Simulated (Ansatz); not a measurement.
SnC2S2N2: Sn-119 Mössbauer parameters

Cell: an entry of the Crystallography Open Database (COD) whose atoms were relaxed with PBE, the cell held.

Space group P-1 (No. 2); a = 4.8792, b = 5.6694, c = 10.1845 Å, α = 100.37°, β = 97.32°, γ = 93.22°.

```csv
site,Wyckoff,site symmetry,x,y,z
Sn,2i,1,0.6773,0.1912,0.2430
C3,2i,1,0.3103,0.6018,0.1253
C5,2i,1,0.2990,0.2495,0.5025
S7,2i,1,0.2357,0.8642,0.0934
S9,2i,1,0.1240,0.2809,0.6291
N11,2i,1,0.3540,0.4088,0.1475
N13,2i,1,0.4176,0.2233,0.4075
```

One atom of each set is listed.

Method: Kohn–Sham DFT in Ansatz, r2SCAN, plane waves and PAW, scalar-relativistic, 500 eV cutoff, Γ-centred 6×5×3 k-points, Fermi–Dirac smearing 0.02 eV.

Isomer shifts (against SnO₂) follow from the electron density at the nucleus, δ = α(ρ − ρ₀), with α = 0.093 mm s⁻¹ a₀³ and ρ₀ = 183072.84 a₀⁻³ from a line fitted to 8 measured compounds at this level of theory (rms miss 0.14 mm/s). ΔE_Q = ½eQV_zz(1 + η²/3)^½ with Q = -0.132 b for the 23.9 keV state.

Task: Give the isomer shift and quadrupole splitting of each Sn site.

Result: 

```
site  atoms                                                 first shell  ρ − ρ₀ (a₀⁻³)  δ (mm/s)  ΔE_Q (mm/s)     η
  Sn      2  2 N at 2.21–2.28 Å, 1 S at 2.85 Å; also 2 S at 3.09–3.32 Å           39.0      3.62         1.22  0.13
```

The shift of Sn is typical of Sn(II), and the large splitting points to a stereochemically active lone pair.

The largest force is 0.7 eV/Å, so the atoms aren't at the calculated equilibrium and relaxing them would move these values. Without spin–orbit coupling (the program notes it for Sn) the gradients are little affected as a rule: paired runs on crystals with a gap mostly move them by under 2 % at such atoms. With these PAW files V_zz is typically within 2 to 3 % of all-electron values, but misses above 10 % occur on Sn. Shifts outside the range of the fitted compounds (-0.5 to 3.2 mm/s for Sn) are extrapolations.
